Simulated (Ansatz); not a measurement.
TeO$_{2}$ in space group P4_32_12 (No. 96; Te on 4a, O on 8b), the program Ansatz at the LDA level (PAW). The conduction-band minimum lies on the M–Γ line, 46 % of the way from M, with 4 equivalent valleys. Second derivatives d²E/dk² of the lowest band at one valley (eV·Å²), along Cartesian directions:

```tsv
direction	d²E/dk²
[100]	11.21
[010]	11.21
[001]	3.577
[110]	13.82
[101]	7.394
[011]	7.394
```

### Question
Find the principal effective masses, the density-of-states mass and the conductivity mass.

### Answer
Off-diagonal terms follow from H_xy = H[110] − (H_xx + H_yy)/2, and m*/mₑ = 7.620 eV·Å² over each eigenvalue: 0.55, 0.89, 2.1. One valley's DOS mass (m₁m₂m₃)^(1/3) = 1.0, conductivity mass 3/(Σ 1/mᵢ) = 0.88 mₑ.

### Question
What effective density of states Nc follows at 300 K for parabolic valleys?

### Answer
Nc = 2.509e19 × 4 × (1.0)^(3/2) ≈ 1.0e20 cm⁻³.

The workflow started from a Materials Project entry (that database holds measured and hypothetical structures alike); the Crystallography Open Database copy checked does not list it. COD files the formula under space group No. 19, 61, 92, 136. Its standing as an ambient phase is unchecked. The cell was relaxed with LDA under the symmetry of its start; its stability against distortions is not shown here. Scalar-relativistic: spin–orbit coupling is off unless named, which matters more the heavier the elements.

Potentials: the later of the program's two PAW sets.

Edges and masses are those of Kohn–Sham bands, whose gap is no quasiparticle gap.
